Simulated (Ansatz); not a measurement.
ZrC (rock salt, space group No. 225) at seven volumes, DFT-PBEsol in the program Ansatz with PAW potentials, scaled uniformly. One row is withheld.

```tsv
V (Å³/atom)	P (GPa)
11.576	26.98
11.958	16.59
12.339	?
12.721	0.00
13.103	-6.59
13.484	-12.25
13.866	-17.10
```

Problem. Fit the shown pressures and predict the withheld one.

Solution. P = (3/2)B₀(x^(7/2) − x^(5/2))[1 + (3/4)(B′ − 4)(x − 1)] with x = (V₀/V)^(2/3). Least squares on the six rows gives V₀ = 12.721 Å³/atom, B₀ = 236 GPa, B′ = 4.05. At V = 12.339, x = 1.0205 and P = 7.65 GPa. The run itself gave 7.66 GPa.

Space group Fm-3m (rock salt). Symmetry was held in the PBEsol relaxation; of distortions, only those at the zone centre were tested. The run is not spin-polarised.

Potentials: the later of the program's two PAW sets.
